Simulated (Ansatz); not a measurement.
The cell of HfF5 is invented: random cell by space group and Wyckoff sites (P6/mmm, No. 191). Lengths were set from tabulated atomic sizes, so they are only a guess.

Space group P6/mmm (No. 191). a = 4.161 Å, b = 4.161 Å, c = 5.259 Å, α = 90.00°, β = 90.00°, γ = 120.00°
```csv
atom,site,symmetry,x,y,z
Hf,1a,6/mmm,0.0000,0.0000,0.0000
F,2d,-6m2,0.3333,0.6667,0.5000
F,3f,mmm,0.5000,0.0000,0.0000
```

Theory: DFT PBE, scalar-relativistic, plane waves, PAW (Ansatz 0.2.0). Cutoff 420 eV, Gaussian smearing, Γ-centred meshes. Cell and atoms relax first on a coarse mesh and then on a finer one. In between, the cell is made exact in the group found at 0.06 Å. In metals the finer mesh still leaves noise of several meV/atom or more. The steps can't lower the symmetry of their start. No spin polarisation.

A guess keeps its type if space group and coordination stay and the shape of the cell changes little (axis ratios within about 15 %, angles within 6°); the volume may change.

Task: Does this structure survive the relaxation?

Result: It keeps its type. The symmetry stays P6/mmm (No. 191). The volume per atom grows by 3.0 %, from 13.1 to 13.5 Å³. The shortest distance goes from 2.08 Å (Hf–F and F–F) to 2.14 Å (Hf–F and F–F). The ratio c/a of the conventional cell changes by a factor of 0.95. Counting neighbours within 15 % of an atom's shortest distance, the start has F 3/6, Hf 6 and the end F 3/6, Hf 6.

The last run used a 12×12×8 mesh (in the run's order of axes) for its 6-atom cell and Gaussian smearing of 0.10 eV. No dispersion correction is applied, so the spacing and binding between layers, chains or molecules are poorly described. Spin–orbit coupling, which can matter for Hf, is left out. An odd number of electrons in the primitive cell allows no gap without spin; a larger cell or a magnetic state could open one. The cell is a metal run without spin; a magnetic state may lie lower. A structure relaxed within its symmetry needn't be a true minimum. Another cell of HfF5 relaxed alike, in Cmmm, lies 1.02 eV/atom lower, so this cell isn't the stable form at this level.

In counts of neighbours, a slash parts the counts of unlike sites.
